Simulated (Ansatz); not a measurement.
Given:

Nb₃Sn:
```xyz
8
Lattice="5.3191 0.0000 0.0000 0.0000 5.3191 0.0000 0.0000 0.0000 5.3191" Properties=species:S:1:pos:R:3 pbc="T T T"
Nb     1.3298     0.0000     2.6595
Nb     3.9893     0.0000     2.6595
Nb     2.6595     3.9893     0.0000
Nb     2.6595     1.3298     0.0000
Nb     0.0000     2.6595     3.9893
Nb     0.0000     2.6595     1.3298
Sn     0.0000     0.0000     0.0000
Sn     2.6595     2.6595     2.6595
```

This is the PBE-relaxed structure.

All from the program Ansatz at the PBE level (PAW), unless another level is named. Predict the density of states at the Fermi level.

2.1 states/eV per atom (mean over ±0.08 eV).

What about the formation energy from the elements (no fitted shifts)?

-0.17 eV/atom.

Predict the gap with spin–orbit coupling.

none (metallic).

Space group Pm-3n (A15 (Cr3Si type)). The PBE relaxation kept the symmetry of its start. The run is not spin-polarised. The references are the lowest solids computed at this level, not always the standard phases. Scalar-relativistic: spin–orbit coupling is off unless named, which matters more the heavier the elements.

Potentials: the later of the program's two PAW sets.
